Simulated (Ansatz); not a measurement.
ZrRh (CsCl type, Pm-3m) under volume change, the program Ansatz at the LDA level (PAW), scaled uniformly.

```tsv
V (Å³/atom)	E − E(relaxed) (meV/atom)	P (GPa)
15.319	97.4	22.32
15.825	41.0	13.72
16.330	[?]	[?]
16.835	0.0	0.00
17.340	[?]	[?]
17.845	33.1	-9.96
18.350	70.8	-13.86
```

Question: Complete the blanks.

Answer: 
- 16.330, E − E(relaxed) (meV/atom): 9.7
- 16.330, P (GPa): 6.33
- 17.340, E − E(relaxed) (meV/atom): 8.7
- 17.340, P (GPa): -5.38

Question: What does a third-order Birch–Murnaghan fit give for V₀, B₀ and B′?

Answer: V₀ = 16.84 Å³/atom, B₀ = 194 GPa, B′ = 4.3.

The workflow started from an entry of the Crystallography Open Database (COD), which files this formula under 2 space groups. Its standing as an ambient phase is unchecked. The LDA relaxation kept the symmetry of its start; of distortions, only those at the zone centre were tested. The run is not spin-polarised.

Potentials: the later of the program's two PAW sets.
